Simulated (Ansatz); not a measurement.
Question: Name crystals whose computed values (r²SCAN (plane waves, PAW; program Ansatz)) fall in these windows: B₀ by P(V) fit (GPa) 82 to 100; gap (eV) 3.9 to 4.9.

Answer: 

```
crystal                                              B₀ by P(V) fit (GPa)  gap (eV)
---------------------------------------------------  --------------------  --------
LaHO2, P2_1/m (La on 2e, H on 2e, O on 2e, O on 2e)                  90.7      4.40
```
Others may fit too.

Standing as an ambient phase not checked: LaHO2, P2_1/m (La on 2e, H on 2e, O on 2e, O on 2e). The cell was relaxed under the symmetry of its start. Scalar-relativistic: spin–orbit coupling is off unless named, which matters more the heavier the elements.

Potentials: the later of the program's two PAW sets.
